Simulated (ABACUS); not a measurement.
A self-consistent single point of a (001) slab of SnO2 (cut from a parent of space group no. 58; 18 atoms in the cell) with ABACUS.

Level of theory: LDA (PW92), numerical atomic orbitals TZDP (confined pseudo-atomic orbitals with Gaussian additions; energy shift 0.01 Ry), PseudoDojo 0.4 standard norm-conserving LDA (tails mended) pseudopotentials in ABACUS.

```xyz
18
Lattice="4.7880 0.0000 0.0000 0.0000 4.8666 0.0000 0.0000 0.0000 20.1022" Properties=species:S:1:pos:R:3 pbc="T T T"
Sn     2.3940     2.4333     6.0000
Sn     0.0000     0.0000     7.6204
Sn     2.3940     2.4333     9.2409
Sn     0.0000     0.0000    10.8613
Sn     2.3940     2.4333    12.4818
Sn     0.0000     0.0000    14.1022
O      1.3974     1.5624     7.6204
O      3.3906     3.3042     7.6204
O      3.7914     0.8709     6.0000
O      0.9966     3.9957     6.0000
O      1.3974     1.5624    10.8613
O      3.3906     3.3042    10.8613
O      3.7914     0.8709     9.2409
O      0.9966     3.9957     9.2409
O      1.3974     1.5624    14.1022
O      3.3906     3.3042    14.1022
O      3.7914     0.8709    12.4818
O      0.9966     3.9957    12.4818
```

Reference input (self-consistent single point, DFT, LDA (PW92), numerical atomic orbitals TZDP (confined pseudo-atomic orbitals with Gaussian additions; energy shift 0.01 Ry), PseudoDojo 0.4 standard norm-conserving LDA (tails mended) pseudopotentials): basis = TZDP numerical atomic orbitals, energy shift 0.01 Ry; KPT = MP 3 3 1 0 0 0; basis_type = lcao; dft_functional = PWLDA; ecutwfc = 100 Ry; smearing_method = mv; smearing_sigma = 0.00734986 Ry; potentials = PseudoDojo 0.4 standard norm-conserving LDA (tails mended); symmetry = 1; ks_solver = scalapack_gvx; scf_nmax = 100; scf_thr = 1.0e-06. This run's input differs from it in these lines:

```diff
@@ -14,3 +14,3 @@
 scf_nmax             100
-scf_thr              1.0e-06
+scf_thr              1.0e-04
 mixing_type          broyden
```

The program printed (abridged):

```
 SELF-CONSISTENT
 -------------------------------------------

                  longest orb rcut (Bohr) = 7.4
   longest nonlocal projector rcut (Bohr) = 2.66
                     search radius (Bohr) = 20.1

                          real space grid = [ 60, 60, 243 ]

                                 init_chg = atomic

 LCAO ALGORITHM --------------- ION=   1  ELEC=   1--------------------------------

 Density error is 0.13553498801
 E_KohnSham     -1336.1983007376     -18179.9105479487
 E_Fermi        -0.1870566030        -2.5450356494

 LCAO ALGORITHM --------------- ION=   1  ELEC=   2--------------------------------

   [... lines left out ...]

   [... 10 blocks of this kind left out ...]

 LCAO ALGORITHM --------------- ION=   1  ELEC=  13--------------------------------

 Density error is 0.000151898817925
 E_KohnSham     -1338.6463660237     -18213.2181849157
 E_Fermi        0.0803355116         1.0930207095

 LCAO ALGORITHM --------------- ION=   1  ELEC=  14--------------------------------

 Density error is 3.00052094183e-05
 E_KohnSham     -1338.6463892923     -18213.2185015009
 E_KS(sigma->0) -1338.6468579399     -18213.2248777788
 E_entropy(-TS) 0.0009372952         0.0127525557
 E_Fermi        0.0829154711         1.1281228592
 charge density convergence is achieved
 final etot is -18213.218502 eV
 EFERMI = 1.1281228592 eV

 STATE ENERGY(eV) AND OCCUPATIONS    NSPIN == 1
   [... 91 lines left out ...]

 TOTAL-FORCE (eV/Angstrom)
                       Sn1         0.0000000000         0.0000000000         2.9252699511
                       Sn2         0.0000000000         0.0000000000        -0.8903223011
                       Sn3         0.0000000000         0.0000000000         0.1082581923
                       Sn4         0.0000000000         0.0000000000        -0.1082581923
                       Sn5         0.0000000000         0.0000000000         0.8903223011
                       Sn6         0.0000000000         0.0000000000        -2.9252699511
                        O1         0.0141674338        -0.0846315143        -0.0148391108
   [... lines left out ...]

 TOTAL-STRESS (KBAR)
       -71.2318322584         0.0000000000         0.0000000000
         0.0000000000       -83.5984878257         0.0000000000
         0.0000000000         0.0000000000       -40.1481755850
 TOTAL-PRESSURE: -64.992832 KBAR

 --------------------------------------------
 !FINAL_ETOT_IS -18213.2185015009308700 eV
 --------------------------------------------
```

The run converged in 14 iterations. Against the reference run the free energy is nearly the same (within 1 meV/atom) and the largest force goes from 3.015 to 2.925 eV/Å.

The atom-centred basis is finite, which shifts total energies and forces against plane waves. Forces above 1 eV/Å remain at this geometry, of which the finite basis can carry a part. No dipole correction was used; where the two faces of such a cut differ, images can couple through a dipole. This run is one point of a test of settings, so its values need not be converged; read them against the reference run alone. The bare cut can leave dangling bonds, and the run has no spin polarisation, so a lower magnetic or reconstructed surface may exist. No clean gap shows at this smearing width and mesh (spacing up to 0.44 Å⁻¹); the mesh is coarse for partly filled bands, so the values carry mesh errors. Semi-local functionals can close small gaps.

Cost on one core: roughly 2.3 core-minutes.

The atomic orbitals were generated for these runs; they are not ABACUS's published sets and were checked against plane waves on a few crystals only.

“Tails mended”: in these copies of the files the far tail of each local potential was reset to the Coulomb form.
